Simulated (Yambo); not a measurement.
LiBH4 (space group Ama2, No. 40), G0W0@LDA (Yambo, plasmon pole, terminator in G, 2×4×4 mesh): gap (0, 0, 0.25) → (0, -0.5, -0.5) in eV by bands and screening block.

```csv
bands (W and G),2 Ry,3 Ry,5 Ry,6 Ry,8 Ry
35,7.53,…,7.75,7.79,7.82
60,7.41,7.49,7.70,7.75,7.80
93,7.38,7.46,7.70,7.77,7.83
135,7.37,7.45,7.70,7.78,…
177,7.37,7.45,7.71,7.79,…
```

Task: Estimate the withheld gaps from their neighbours; the computed values follow.

Result: 
- 35, 3 Ry: 7.60
- 135, 8 Ry: 7.86
- 177, 8 Ry: 7.87

The largest settings aren't shown to be the converged limit.

Geometry of the Materials Project entry, not relaxed at this level; primitive cell a = 6.395 Å, b = c = 3.964 Å, α = 90.54°, β = γ = 90.00°.

The structure is a Materials Project entry; no match was found in the copy of COD used, and its stability was not checked.
